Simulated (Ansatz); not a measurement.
PbSe (rock salt, Fm-3m), PBE in the plane-wave PAW code Ansatz. The conduction-band minimum lies at R, with 2 equivalent valleys. Second derivatives d²E/dk² of the lowest band at one valley (eV·Å²), along Cartesian directions:

| direction | d²E/dk² |
|---|---|
| [100] | 54.69 |
| [010] | 61.93 |
| [001] | 58.10 |
| [110] | 58.22 |
| [101] | 51.37 |
| [011] | 60.07 |

Q: Find the principal effective masses, the density-of-states mass and the conductivity mass.

A: Off-diagonal terms follow from H_xy = H[110] − (H_xx + H_yy)/2, and m*/mₑ = 7.620 eV·Å² over each eigenvalue: 0.12, 0.12, 0.15. One valley's DOS mass (m₁m₂m₃)^(1/3) = 0.13, conductivity mass 3/(Σ 1/mᵢ) = 0.13 mₑ.

Q: What effective density of states Nc follows at 300 K for parabolic valleys?

A: Nc = 2.509e19 × 2 × (0.13)^(3/2) ≈ 2.4e18 cm⁻³.

The cell was relaxed with PBE under the symmetry of its start. The volume moved by -29 % from the start of the relaxation. Point labels and valley counts follow the cell and symmetry of the run, lower than the named group. Spin–orbit coupling is left out wherever it is not named.

Potentials: the later of the program's two PAW sets.

Edges and masses are those of Kohn–Sham bands, whose gap is no quasiparticle gap.
